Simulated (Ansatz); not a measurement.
Fe (Im-3m); start Fe1↑ Fe2↓; collinear moments without spin–orbit coupling.

```
Fe
1.0
    -1.44300    1.44300    1.44300
     1.44300   -1.44300    1.44300
     2.88600    2.88600    0.00000
Fe
2
Cartesian
  0.0000 0.0000 0.0000
  1.4430 1.4430 1.4430
```

The source of the geometry is a structure as deposited in COD (the entry's cell lengths or inner coordinates differ somewhat from later room-temperature determinations), repeated to hold the magnetic orders; atoms and cell stay fixed.

Settings: PBE, 13×13×7 k mesh, Fermi–Dirac smearing of 0.05 eV. PAW means Ansatz 0.2.0 on its default frozen-core files. Site moments are integrated in spheres about the atoms. Start moments (μB): Fe1 3, Fe2 -3.

The self-consistent cycle went as follows.

```csv
iteration,Harris–Foulkes energy less the last (meV),density residual (eV),M (μB),∫|m| (μB)
1,-4.962,7.5e-01,0.0000,4.9997
2,60.168,1.7e-01,0.0000,4.9453
3,18.987,1.1e-01,0.0000,4.7473
4,9.526,8.4e-03,0.0000,4.5839
5,-1.259,8.2e-03,0.0000,4.3984
6,0.004,2.2e-03,0.0000,4.3479
7,0.015,3.5e-05,0.0000,4.3680
8,0.000,1.5e-05,0.0000,4.3676
9,0.000,4.2e-07,0.0000,4.3671
10,0.000,4.0e-09,0.0000,4.3683
```

Site moments (μB): Fe1 2.11, Fe2 -2.11. Cell moment 0.00 μB.

This cell lies far from its zero-pressure volume, so the numbers describe the cell as given rather than the relaxed compound. The Ansatz runs typed with the search for lower states off end where their start leads. The magnetic state is the one that this cell and start allow. It needn't be the compound's measured order, which may need a larger cell or be absent.
